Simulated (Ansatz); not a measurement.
## ScSbTe: relaxation (Ansatz)

The input file (Ansatz 0.2.0, plane waves):

```yaml
crystal:
  lattice:
    - [0.0, 4.2533, 0.0]
    - [4.2533, 0.0, 0.0]
    - [2.12665, 2.12665, -8.831304]
  atoms:
    - { symbol: Sb, position: [0.5, 0.0, 0.0] }
    - { symbol: Sb, position: [0.0, 0.5, 0.0] }
    - { symbol: Te, position: [0.3095, 0.3095, 0.381] }
    - { symbol: Te, position: [0.6905, 0.6905, 0.619] }
    - { symbol: Sc, position: [0.1145, 0.1145, 0.771] }
    - { symbol: Sc, position: [0.8855, 0.8855, 0.229] }
  symmetry: { tolerance: 0.0003 }
kpoints:
  mp_grid: { grid: [7, 7, 7], shift: [0, 0, 0] }
magnetization:
  spin_polarized: false
scf:
  occupations: { method: fermi_dirac }
  lower_state_search: "off"
hamiltonian:
  pseudopotentials: { kind: paw }
  xc: r2scan
basis:
  ecutwfc: 500
  fft_grid_basis: typed
relax:
  max_steps: 40
  cell: { p_target: 0.0 }
output:
  forces: true
  stress: true
  eigenvalues: true
  bader: true
  populations: true
  elf: true
  write_potential: true
  volumetric_format: npy
  dos:
    e_range: [-12, 8]
    de: 0.05
    projected: { site_lists: { Sb: [Sb], Sc: [Sc], Te: [Te] } }
checkpoint:
  read: saved_state
```

Launch command:

```bash
ansatz run input.yaml --threads 2 --pin off --max-ram 2560MiB --backend cpu --events-out ev --progress --plain --runs-dir out
```

Origin of the cell: a known structure type with other elements, at an estimated volume, so it need not be a known compound.

The smearing width isn't typed, so it takes its default of 0.1 eV.

The saved state is a converged single point of the same cell.

Steps («new basis» is an SCF on plane waves selected anew at the same cell):

```csv
step,ΔF (meV/atom),max force component (eV/Å),P (GPa),volume (Å³),SCF iterations,step was
1,0.0,2.402,-0.29,159.76,7,accepted
2,-132.8,1.406,-1.54,158.77,10,accepted
3,-202.7,0.398,0.97,152.07,9,accepted
4,-207.3,0.224,0.18,154.60,8,accepted
5,-208.6,0.083,-0.16,155.06,6,accepted
6,-208.9,0.004,-0.04,154.79,6,accepted
7,-208.9,0.001,0.01,154.68,6,accepted
8,-208.7,0.001,0.00,154.68,6,new basis
```

Step 1, with forces in eV/Å:

```xyz
6
Lattice="0.000 4.253 0.000 4.253 0.000 0.000 2.127 2.127 -8.831" Properties=species:S:1:pos:R:3:forces:R:3 pbc="T T T" step=1
Sb    0.000    2.127    0.000    0.000    0.000    0.000
Sb    2.127    0.000    0.000    0.000    0.000    0.000
Te    2.127    2.127   -3.365    0.000    0.000    0.449
Te    4.253    4.253   -5.467    0.000    0.000   -0.449
Sc    2.127    2.127   -6.809    0.000    0.000    2.402
Sc    4.253    4.253   -2.022    0.000    0.000   -2.402
```

Step 2, with forces in eV/Å:

```xyz
6
Lattice="0.000 4.233 0.000 4.233 0.000 0.000 2.116 2.116 -8.861" Properties=species:S:1:pos:R:3:forces:R:3 pbc="T T T" step=2
Sb    0.000    2.116    0.000    0.000    0.000    0.000
Sb    2.116    0.000    0.000    0.000    0.000    0.000
Te    2.116    2.116   -3.342    0.000    0.000    0.129
Te    4.233    4.233   -5.519    0.000    0.000   -0.129
Sc    2.116    2.116   -6.636    0.000    0.000    1.406
Sc    4.233    4.233   -2.225    0.000    0.000   -1.406
```

Step 3, with forces in eV/Å:

```xyz
6
Lattice="0.000 4.137 0.000 4.137 0.000 0.000 2.068 2.068 -8.886" Properties=species:S:1:pos:R:3:forces:R:3 pbc="T T T" step=3
Sb    0.000    2.068    0.000    0.000    0.000    0.000
Sb    2.068    0.000    0.000    0.000    0.000    0.000
Te    2.068    2.068   -3.353    0.000    0.000   -0.088
Te    4.137    4.137   -5.533    0.000    0.000    0.088
Sc    2.068    2.068   -6.455    0.000    0.000    0.398
Sc    4.137    4.137   -2.431    0.000    0.000   -0.398
```

Step 4, with forces in eV/Å:

```xyz
6
Lattice="0.000 4.143 0.000 4.143 0.000 0.000 2.072 2.072 -9.005" Properties=species:S:1:pos:R:3:forces:R:3 pbc="T T T" step=4
Sb    0.000    2.072    0.000    0.000    0.000    0.000
Sb    2.072    0.000    0.000    0.000    0.000    0.000
Te    2.072    2.072   -3.442    0.000    0.000    0.224
Te    4.143    4.143   -5.564    0.000    0.000   -0.224
Sc    2.072    2.072   -6.458    0.000    0.000   -0.094
Sc    4.143    4.143   -2.548    0.000    0.000    0.094
```

Step 5, with forces in eV/Å:

```xyz
6
Lattice="0.000 4.161 0.000 4.161 0.000 0.000 2.080 2.080 -8.956" Properties=species:S:1:pos:R:3:forces:R:3 pbc="T T T" step=5
Sb    0.000    2.080    0.000    0.000    0.000    0.000
Sb    2.080    0.000    0.000    0.000    0.000    0.000
Te    2.080    2.080   -3.382    0.000    0.000   -0.083
Te    4.161    4.161   -5.575    0.000    0.000    0.083
Sc    2.080    2.080   -6.429    0.000    0.000   -0.028
Sc    4.161    4.161   -2.527    0.000    0.000    0.028
```

Step 8, with forces in eV/Å:

```xyz
6
Lattice="0.000 4.153 0.000 4.153 0.000 0.000 2.077 2.077 -8.968" Properties=species:S:1:pos:R:3:forces:R:3 pbc="T T T" step=8
Sb    0.000    2.077    0.000    0.000    0.000    0.000
Sb    2.077    0.000    0.000    0.000    0.000    0.000
Te    2.077    2.077   -3.398    0.000    0.000    0.001
Te    4.153    4.153   -5.570    0.000    0.000   -0.001
Sc    2.077    2.077   -6.443    0.000    0.000   -0.001
Sc    4.153    4.153   -2.524    0.000    0.000    0.001
```

```yaml
Free_energy_lowered_by: 208.7 meV/atom
Volume_change: -3.18 %
Final_pressure: 0.00 GPa
Relaxation_steps_listed: 8
```

Caveats: no spin-orbit coupling, though heavy elements are present; the relaxation held the start's symmetry, so the end may be a saddle point.

Time: 7.4 min on 2 threads of Arm Neoverse N1 (shared host), peak memory 1.1 GiB, from a saved density.
